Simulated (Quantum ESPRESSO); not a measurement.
## Ga2InAlP4 (one run as intended and one with a planted mistake)

A calculation, not a measurement. The program is pw.x of Quantum ESPRESSO 7.5 (plane-wave density functional theory). The cell is made up: 8 atoms on a zincblende/diamond lattice, with randomly drawn elements, strain and displacements, not relaxed. PseudoDojo standard norm-conserving files (v0.5 for PBE, v0.4.1 for LDA and PBEsol) set the functional; there is no spin polarisation, spin-orbit coupling or dispersion term, and the masses in the input are unused placeholders.

Intended input:

```
&control calculation='scf', pseudo_dir='./dojo.nc.sr.pbe.v0_5.standard.upf', outdir='./o', disk_io='medium', tprnfor=.true., tstress=.true. /
&system ibrav=0, nat=8, ntyp=4, nbnd=37, ecutwfc=79.96652505, nosym=.true., tot_charge=0,
 occupations='smearing', smearing='fd', degauss=0.0018374661
/
&electrons conv_thr=7.350e-09, electron_maxstep=60, /
ATOMIC_SPECIES
Al 1.0 Al.upf
Ga 1.0 Ga.upf
In 1.0 In.upf
P 1.0 P.upf
CELL_PARAMETERS angstrom
5.5035 0.0 0.0
0.0 5.5035 0.0
0.0 0.0 5.5035
ATOMIC_POSITIONS angstrom
Ga -0.0219 0.0057 0.0031
In 0.0222 2.6764 2.7116
Al 2.7732 0.0614 2.7578
Ga 2.8095 2.7914 0.0428
P 1.2815 1.2761 1.3148
P 1.3665 4.1012 4.1402
P 4.1737 1.3417 4.0661
P 4.1145 4.1291 1.3664
K_POINTS automatic
4 4 4 1 1 1
```

The log is shortened where brackets say so; the opening notice, blank lines, dates and the lines on written files are dropped, and the path of the files is cut. It prints rydbergs, bohrs and kilobars, and counts compression as positive stress.

Log of the intended run:

```
     Program PWSCF v.7.5
     Parallel version (MPI & OpenMP), running on       1 processor cores
     Number of MPI processes:                 1
     Threads/MPI process:                     1
     [start-up lines left out]
     bravais-lattice index     =            0
     lattice parameter (alat)  =      10.4001  a.u.
     unit-cell volume          =    1124.8990 (a.u.)^3
     number of atoms/cell      =            8
     number of atomic types    =            4
     number of electrons       =        62.00
     number of Kohn-Sham states=           37
     kinetic-energy cutoff     =      79.9665  Ry
     charge density cutoff     =     319.8661  Ry
     scf convergence threshold =      7.3E-09
     mixing beta               =       0.7000
     number of iterations used =            8  plain     mixing
     Exchange-correlation= PBE
                           (   1   4   3   4   0   0   0)
     [axes and pseudopotential details left out]
   Cartesian axes
     site n.     atom                  positions (alat units)
         1        Ga     tau(   1) = (  -0.0039793   0.0010357   0.0005633  )
         2        In     tau(   2) = (   0.0040338   0.4863087   0.4927046  )
         3        Al     tau(   3) = (   0.5038975   0.0111565   0.5010993  )
         4        Ga     tau(   4) = (   0.5104933   0.5072045   0.0077769  )
         5        P      tau(   5) = (   0.2328518   0.2318706   0.2389025  )
         6        P      tau(   6) = (   0.2482965   0.7451985   0.7522849  )
         7        P      tau(   7) = (   0.7583719   0.2437903   0.7388208  )
         8        P      tau(   8) = (   0.7476152   0.7502680   0.2482784  )
     number of k points=    32  Fermi-Dirac smearing, width (Ry)=  0.0018
                       cart. coord. in units 2pi/alat
        k(    1) = (   0.1250000   0.1250000   0.1250000), wk =   0.0625000
        k(    2) = (   0.1250000   0.1250000   0.3750000), wk =   0.0625000
     [further k points left out]
     Dense  grid:   108767 G-vectors     FFT dimensions: (  60,  60,  60)
     Estimated max dynamical RAM per process >     144.28 MB
     Initial potential from superposition of free atoms
     starting charge      61.9877, renormalised to      62.0000
     Starting wfcs are   47 randomized atomic wfcs
     total cpu time spent up to now is       25.5 secs
     per-process dynamical memory:    90.0 Mb
     Self-consistent Calculation
     iteration #  1     ecut=    79.97 Ry     beta= 0.70
     Davidson diagonalization with overlap
     ethr =  1.00E-02,  avg # of iterations =  4.0
     Threshold (ethr) on eigenvalues was too large:
     Diagonalizing with lowered threshold
     Davidson diagonalization with overlap
     ethr =  5.68E-04,  avg # of iterations =  2.0
     total cpu time spent up to now is      100.0 secs
     total energy              =    -498.90754243 Ry
     estimated scf accuracy    <       0.36165466 Ry
     iteration #  2     ecut=    79.97 Ry     beta= 0.70
     Davidson diagonalization with overlap
     ethr =  5.83E-04,  avg # of iterations =  2.0
     total cpu time spent up to now is      126.6 secs
     total energy              =    -498.99399426 Ry
     estimated scf accuracy    <       0.07347200 Ry
     [iterations 3 to 8 left out]
     iteration #  9     ecut=    79.97 Ry     beta= 0.70
     Davidson diagonalization with overlap
     ethr =  1.17E-10,  avg # of iterations =  4.5
     total cpu time spent up to now is      438.3 secs
     total energy              =    -499.00886886 Ry
     estimated scf accuracy    <       0.00000003 Ry
     iteration # 10     ecut=    79.97 Ry     beta= 0.70
     Davidson diagonalization with overlap
     ethr =  4.57E-11,  avg # of iterations =  2.0
     total cpu time spent up to now is      479.1 secs
     End of self-consistent calculation
     [lines on levels left out]
!    total energy              =    -499.00886887 Ry
     estimated scf accuracy    <          1.5E-09 Ry
     smearing contrib. (-TS)   =      -0.00000000 Ry
     internal energy E=F+TS    =    -499.00886887 Ry
     The total energy is F=E-TS. E is the sum of the following terms:
     one-electron contribution =    -226.54787592 Ry
     hartree contribution      =     156.87447080 Ry
     xc contribution           =    -142.70928311 Ry
     ewald contribution        =    -286.62618064 Ry
     convergence has been achieved in  10 iterations
     Forces acting on atoms (cartesian axes, Ry/au):
     atom    1 type  2   force =    -0.01320207   -0.03779813   -0.03223076
     atom    2 type  3   force =     0.00979276    0.04907637   -0.00110722
     atom    3 type  1   force =    -0.02957768   -0.03526273   -0.00793094
     atom    4 type  2   force =    -0.02872248   -0.02989767   -0.02710981
     atom    5 type  4   force =     0.10314569   -0.00583570   -0.02340822
     atom    6 type  4   force =     0.04471559    0.04080256    0.02198902
     atom    7 type  4   force =    -0.06411131   -0.02466322    0.07622219
     atom    8 type  4   force =    -0.02204048    0.04357852   -0.00642426
     Total force =     0.195207     Total SCF correction =     0.000125
     Computing stress (Cartesian axis) and pressure
          total   stress  (Ry/bohr**3)                   (kbar)     P=       67.35
   0.00044230   0.00008876   0.00004200           65.07       13.06        6.18
   0.00008876   0.00046159   0.00009530           13.06       67.90       14.02
   0.00004200   0.00009530   0.00046955            6.18       14.02       69.07
     init_run     :     24.25s CPU     25.30s WALL (       1 calls)
     electrons    :    437.72s CPU    453.61s WALL (       1 calls)
     forces       :      6.58s CPU      6.70s WALL (       1 calls)
     stress       :     22.51s CPU     22.67s WALL (       1 calls)
     [timing details left out]
     PWSCF        :   8m11.38s CPU   8m28.99s WALL
     JOB DONE.
```

A second run has one planted mistake: the plane-wave cutoff is too low. The input lines that differ, file-writing options aside:

```
- &system ibrav=0, nat=8, ntyp=4, nbnd=37, ecutwfc=79.96652505, nosym=.true., tot_charge=0,
+ &system ibrav=0, nat=8, ntyp=4, nbnd=37, ecutwfc=55.12398326, nosym=.true., tot_charge=0,
```

Its log:

```
     Program PWSCF v.7.5
     Parallel version (MPI & OpenMP), running on       1 processor cores
     Number of MPI processes:                 1
     Threads/MPI process:                     1
     [start-up lines left out]
     bravais-lattice index     =            0
     lattice parameter (alat)  =      10.4001  a.u.
     unit-cell volume          =    1124.8990 (a.u.)^3
     number of atoms/cell      =            8
     number of atomic types    =            4
     number of electrons       =        62.00
     number of Kohn-Sham states=           37
     kinetic-energy cutoff     =      55.1240  Ry
     charge density cutoff     =     220.4959  Ry
     scf convergence threshold =      7.3E-09
     mixing beta               =       0.7000
     number of iterations used =            8  plain     mixing
     Exchange-correlation= PBE
                           (   1   4   3   4   0   0   0)
     [axes and pseudopotential details left out]
   Cartesian axes
     site n.     atom                  positions (alat units)
         1        Ga     tau(   1) = (  -0.0039793   0.0010357   0.0005633  )
         2        In     tau(   2) = (   0.0040338   0.4863087   0.4927046  )
         3        Al     tau(   3) = (   0.5038975   0.0111565   0.5010993  )
         4        Ga     tau(   4) = (   0.5104933   0.5072045   0.0077769  )
         5        P      tau(   5) = (   0.2328518   0.2318706   0.2389025  )
         6        P      tau(   6) = (   0.2482965   0.7451985   0.7522849  )
         7        P      tau(   7) = (   0.7583719   0.2437903   0.7388208  )
         8        P      tau(   8) = (   0.7476152   0.7502680   0.2482784  )
     number of k points=    32  Fermi-Dirac smearing, width (Ry)=  0.0018
                       cart. coord. in units 2pi/alat
        k(    1) = (   0.1250000   0.1250000   0.1250000), wk =   0.0625000
        k(    2) = (   0.1250000   0.1250000   0.3750000), wk =   0.0625000
     [further k points left out]
     Dense  grid:    62213 G-vectors     FFT dimensions: (  50,  50,  50)
     Estimated max dynamical RAM per process >      84.28 MB
     Initial potential from superposition of free atoms
     starting charge      61.9877, renormalised to      62.0000
     Starting wfcs are   47 randomized atomic wfcs
     total cpu time spent up to now is        6.7 secs
     per-process dynamical memory:    51.3 Mb
     Self-consistent Calculation
     iteration #  1     ecut=    55.12 Ry     beta= 0.70
     Davidson diagonalization with overlap
     ethr =  1.00E-02,  avg # of iterations =  4.1
     Threshold (ethr) on eigenvalues was too large:
     Diagonalizing with lowered threshold
     Davidson diagonalization with overlap
     ethr =  6.06E-04,  avg # of iterations =  1.9
     total cpu time spent up to now is       35.9 secs
     total energy              =    -498.58960091 Ry
     estimated scf accuracy    <       0.38702427 Ry
     iteration #  2     ecut=    55.12 Ry     beta= 0.70
     Davidson diagonalization with overlap
     ethr =  6.24E-04,  avg # of iterations =  2.0
     total cpu time spent up to now is       51.4 secs
     total energy              =    -498.68535939 Ry
     estimated scf accuracy    <       0.08085861 Ry
     [iterations 3 to 8 left out]
     iteration #  9     ecut=    55.12 Ry     beta= 0.70
     Davidson diagonalization with overlap
     ethr =  1.53E-10,  avg # of iterations =  3.8
     total cpu time spent up to now is      175.6 secs
     total energy              =    -498.70130174 Ry
     estimated scf accuracy    <       0.00000004 Ry
     iteration # 10     ecut=    55.12 Ry     beta= 0.70
     Davidson diagonalization with overlap
     ethr =  6.78E-11,  avg # of iterations =  2.0
     total cpu time spent up to now is      188.6 secs
     End of self-consistent calculation
     [lines on levels left out]
!    total energy              =    -498.70130175 Ry
     estimated scf accuracy    <          1.4E-09 Ry
     smearing contrib. (-TS)   =      -0.00000000 Ry
     internal energy E=F+TS    =    -498.70130175 Ry
     The total energy is F=E-TS. E is the sum of the following terms:
     one-electron contribution =    -225.90258741 Ry
     hartree contribution      =     156.37221162 Ry
     xc contribution           =    -142.54474530 Ry
     ewald contribution        =    -286.62618065 Ry
     convergence has been achieved in  10 iterations
     Forces acting on atoms (cartesian axes, Ry/au):
     atom    1 type  2   force =    -0.01312525   -0.03775770   -0.03220905
     atom    2 type  3   force =     0.00979429    0.04908288   -0.00107475
     atom    3 type  1   force =    -0.02959600   -0.03527472   -0.00793897
     atom    4 type  2   force =    -0.02874318   -0.02978843   -0.02712132
     atom    5 type  4   force =     0.10304033   -0.00593060   -0.02347450
     atom    6 type  4   force =     0.04474030    0.04083413    0.02208982
     atom    7 type  4   force =    -0.06404067   -0.02473036    0.07632826
     atom    8 type  4   force =    -0.02206980    0.04356480   -0.00659948
     Total force =     0.195197     Total SCF correction =     0.000131
     Computing stress (Cartesian axis) and pressure
          total   stress  (Ry/bohr**3)                   (kbar)     P=     -276.62
  -0.00189605   0.00008973   0.00004304         -278.92       13.20        6.33
   0.00008973  -0.00187671   0.00009608           13.20     -276.07       14.13
   0.00004304   0.00009608  -0.00186845            6.33       14.13     -274.86
     init_run     :      6.04s CPU      6.45s WALL (       1 calls)
     electrons    :    173.75s CPU    181.92s WALL (       1 calls)
     forces       :      2.87s CPU      2.93s WALL (       1 calls)
     stress       :     10.57s CPU     10.64s WALL (       1 calls)
     [timing details left out]
     PWSCF        :   3m13.51s CPU   3m22.40s WALL
     JOB DONE.
```

|  | intended run | run with the mistake |
| --- | --- | --- |
| free energy (eV) | -6789.362 | -6785.177 |
| smearing term -TS (eV) | 0.0000 | 0.0000 |
| pressure (GPa) | 6.73 | -27.66 |
| largest force component (eV/Å) | 2.652 | 2.649 |
| largest change of a force component (eV/Å) |  | 0.005 |
| iterations | 10 | 10 |

For scale, a rerun of the intended cell at 1377 eV and a 6 x 6 x 6 mesh moved values by no more than 0.008 eV in energy, 0.02 GPa in stress and 0.002 eV/Å in force.